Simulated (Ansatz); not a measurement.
Input file of a DFT run on EuTe2 with Ansatz:

```yaml
crystal:
  lattice:
    - [2.7111782757, 1.5652995073, 4.4196066627]
    - [-2.7111782757, 1.5652995073, 4.4196066627]
    - [0.0, -3.1305990146, 4.4196066627]
  atoms:
    - { symbol: Eu, position: [0.0, 0.0, 0.0], spin: 7.62 }
    - { symbol: Te, position: [0.2499171022, 0.2499171022, 0.2499171022] }
    - { symbol: Te, position: [0.7500828978, 0.7500828978, 0.7500828978] }
basis:
  ecutwfc: 420
  ecutrho_ratio: 4
kpoints:
  mp_grid: { grid: [8, 8, 8] }
  band_path:
    path:
      - [[0.0, 0.0, 0.0], [0.5, 0.5, 0.5], [0.74970828, 0.25029172, 0.5]]
      - [[0.5, -0.25029172, 0.25029172], [0.5, 0.0, 0.0], [0.0, 0.0, 0.0], [0.37514586, -0.37514586, 0.0]]
      - [[0.62485414, 0.0, 0.37514586], [0.5, 0.0, 0.5], [0.0, 0.0, 0.0]]
    npoints: 14
hamiltonian:
  xc: pbe
  hubbard: { sites: [{ species: Eu, l: f, u_eff: 6.0 }] }
scf:
  occupations: { method: gaussian, width: 0.05 }
  lower_state_search: "off"
  n_extra_bands: 18
output:
  forces: true
  stress: true
  eigenvalues: true
  populations: true
  hubbard: { sites: [{ species: Eu, l: f }] }
  dos: { projected: true, de: 0.02, nscf_kmesh: { grid: [12, 12, 12] } }
  bader: true
  write_density: true
  write_potential: true
  elf: true
  volumetric_format: npy
magnetization:
  spin_polarized: true
checkpoint:
  read: start.run
```

Launched as:
```sh
ansatz run input.yaml --threads 2 --pin off --max-ram 2662MiB --backend cpu --events-out ev --progress --plain --runs-dir out
```

The folder start.run holds the converged state of an earlier run on the same cell; the run starts from that state's density and uses only the symmetry operations that the state has.

The structure was built from a prototype; whether the compound forms in it isn't claimed.

Output, machine lines left out:

```
Eu: projections on atomic orbitals take those of the free atom [Kr 4d10] 4f7 5s2 5p6 5d0 6s2, of charge +0.00 (hamiltonian.pseudopotentials.projection_atoms); the dataset's partial waves leave at most 1.0e-3 of an orbital's norm unspanned inside its sphere
Te: projections on atomic orbitals take those of the free atom [Kr] 4d10 5s2 5p4, of charge +0.00 (hamiltonian.pseudopotentials.projection_atoms); the dataset's partial waves leave at most 7.8e-6 of an orbital's norm unspanned inside its sphere
scf.n_extra_bands = 18 over 25 filled bands (N_el = 49.0): the run solves 43 bands
Pseudopotentials: kind: paw
Pseudopotential: Eu, paw, valence charge 17, recommended cutoff 420 eV (normal), Eu.paw.azcp
Pseudopotential: Te, paw, valence charge 16, recommended cutoff 420 eV (normal), Te.paw.azcp
Crystal: 3 atoms, lattice volume = 112.536 Å³
Basis set: ecut = 420 eV, 2187 PW (Γ), exchange–correlation on 80×80×80 points (8 copies of the dense FFT grid, shifted against one another)
Bands: 43, of which v1, the nominal top of the filled ones, is band 25 counted from 1 (24 counted from 0)
Symmetry: 12 space group operations
Space group: R-3m (ITA 166), of the structure as read, at distance tolerance 4.8e-5 Å
Magnetic group: BNS 166.97 (UNI 1327), of the structure as read, at distance tolerance 4.8e-5 Å
k-points: 65 of 512
Initial density: read from a saved state, or passed on in memory by an earlier SCF of this step, an earlier step, the calling program or the single point that the run made first
Stability of the state it starts from, as read at its close in the collinear treatment: not read, because at the end of the SCF the Hubbard occupations were still held fixed (held_rows); its run was given moments
Starting moments: Σ|m| = 7.62 μB on 1 of 3 sites; this step starts from the density that it was given
Initial wavefunctions: pseudopotential atomic-orbital guess
Functional: x = pbe(κ = 0.804, μ = 0.21951), c = pbe(β = 0.06672)
iter 1 solved again at ethr=6.76e-8 eV; its pass at ethr=3.10e-3 eV (dr2=3.31e-5 eV) is discarded
```

```
SCF iter   1: F=—  HF=-22728.529844 eV  |F-HF|=—  |Δ(HF+E_count)|=         —  Δρ=5.92e-7 (↑5.92e-7 ↓1.96e-7)  dr2=3.85e-10  dr2_m=1.27e-10  M=7.305 μB ∫|m|=7.312 μB
SCF iter   2: F=-22728.529844 eV  HF=-22728.529844 eV  |F-HF|=8.37e-11  |Δ(HF+E_count)|=   1.18e-8  Δρ=3.52e-7 (↑3.52e-7 ↓6.06e-8)  dr2=1.17e-10  dr2_m=3.96e-11  M=7.305 μB ∫|m|=7.312 μB
```

```
SCF 1 converged in 2 iterations: F = -22728.529844 eV  dr2 = 1.17e-10
NSCF: frozen V_eff on 101 k-points
NSCF: frozen V_eff on 189 k-points
SCF converged after 2 iterations
Magnetization: 7.3046 μB (28.1523 up, 20.8477 down)
Absolute magnetization: 7.3124 μB (∫|ρ↑−ρ↓|, with the PAW one-centre terms)
Per-site moments (μB) at R_I (Å): [(6.92491, 1.36686), (0.09240, 1.36686), (0.09240, 1.36686)]
Free energy (F): -22728.529844 eV
E sigma→0 (E₀):  -22728.527236 eV
Entropy (-TS):   -0.005216 eV (-1.739 meV/atom)
Fermi energy:    7.577704 eV
--- Per-component energies (eV) ---
  E_band       = -604.716676
  E_kinetic    = 710.940861
  E_local      = -4969.631054  (includes V_loc(G=0)·N_el)
  E_nonlocal   = -142.095051
  E_hartree    = 2606.292380
  E_xc         = -424.767144
  E_vxc        = -409.728750  (∫ρ·V_xc dr)
  E_hubbard    = 0.209617  (on-site DFT+U / exact-exchange correction)
  E_vhub       = -20.434052  (the Hubbard potential's part of the band-sum identity)
  E_paw        = -15715.559443  (= ΣΔE_a)
  E_vpaw       = -986.353605  (= ΣTr[D̂ρ^β])
  E_aug_tail   = -0.000370  (compensation charges beyond the density's cutoff)
  E_ewald      = -4793.914423
  E_smearing   = -0.005216  (= −TS)
--- Forces (eV/Å), atoms counted from 1 ---
  atom   1  Eu     0.00000000     0.00000000     0.00000000
  atom   2  Te     0.00000000     0.00000000     0.00981292
  atom   3  Te     0.00000000     0.00000000    -0.00981292
--- Stress (GPa, compression-positive) ---
       -0.021453       0.000000       0.000000
        0.000000      -0.021453       0.000000
        0.000000       0.000000       0.042367
  P = ⅓ Tr σ = -0.0002 GPa (-0.002 kbar)
--- Löwdin populations: 3 sites ---
  site symbol       q [e]    m [muB]
     0     Eu     16.9848     7.0935
     1     Te     15.9753     0.1007
     2     Te     15.9753     0.1007
--- Bader charges: 3 sites ---
  site symbol  charge [e]  shift [e]    m [muB]
     0     Eu      1.3091     0.0000     6.9878
     1     Te     -0.6545     0.0000     0.1584
     2     Te     -0.6545     0.0000     0.1584
  estimated error of the sums over rays = 2.4e-4 e
--- Occupation matrices: 1 shell (run DFT+U table (all-electron-ortho-atomic); ε = 7.51e-3) ---
  Eu0 f_4F up     Tr n = 6.9398  λ = 0.963 0.993 0.993 0.993 0.999 0.999 0.999
  Eu0 f_4F dn     Tr n = 0.0112  λ = 0.001 0.001 0.001 0.001 0.001 0.001 0.004
```

In short (PBE+U): pressure 0.0 GPa, gap on the mesh zero (metallic), site spin moments Eu 6.92; Te 0.09 μB, largest force component 0.010 eV/Å.

Run time: 69 s on 2 threads of Arm Neoverse V1 (shared host), peak memory 1.5 GiB.

These numbers lack spin–orbit coupling. The run wasn't fully tested for a lower electronic state. Site moments are of spin, integrated over atomic spheres. A U of this size is made for insulators; in a metal, as here, it tends to take f weight out of the bonding and to swell the cell. The moments were started parallel, and the real magnetic order may be another.
